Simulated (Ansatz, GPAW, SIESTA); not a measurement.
**One calculation of CsLiCr2Te2S3, 3 ways**

```
Cs Li Cr Te S
1.0
     3.31929    1.91639    6.87982
    -3.31929    1.91639    6.87982
     0.00000   -3.83279    6.87982
Cs Li Cr Te S
1 1 2 2 3
Direct
  0.00000 0.00000 0.00000
  0.50000 0.50000 0.50000
  0.79848 0.79848 0.79848
  0.20152 0.20152 0.20152
  0.67990 0.67990 0.67990
  0.32010 0.32010 0.32010
  0.13626 0.86374 0.50000
  0.50000 0.13626 0.86374
  0.86374 0.50000 0.13626
```

The cell comes from a database or a generator and needn't be the stable form of this composition.

Alike in all runs: task band structure; functional PBE; k mesh 5 × 5 × 5; occupations fermi-dirac, width 0.05 eV; collinear spin, ferromagnetic start; no spin-orbit coupling. Pressure is positive in compression and, in plane waves, holds the error of the finite cutoff, which Ansatz's Pulay term estimates and takes out.

| program and potentials | plane-wave cutoff (eV) | notes | pressure (GPa) | net moment per atom (μB) | largest force (eV/Å) |
| --- | --- | --- | --- | --- | --- |
| Ansatz, Ansatz PAW | 420 | 10 valence electrons an atom on average | -0.02 | 0.44 | - |
| GPAW, GPAW PAW data sets (gpaw-data 1.2.1) | 800 | 5.78 valence electrons an atom on average | ? | ? | ? |
| SIESTA, files PseudoDojo sr-pbe-0.4.1-standard, DZP (energy shift 0.003 Ry; two zetas on semicore shells; d shell added on Cs) | - | atomic basis; 10 valence electrons an atom on average | 0.37 | 0.44 | 0.359 |

Question: Estimate from the other rows what the run with GPAW, GPAW PAW data sets (gpaw-data 1.2.1) gave.

Answer: Pressure 0.19 GPa; net moment per atom 0.44 μB; largest force 0.105 eV/Å. The other rows, which needn't bracket it: pressure -0.02 to 0.37; net moment per atom 0.44; largest force 0.359.
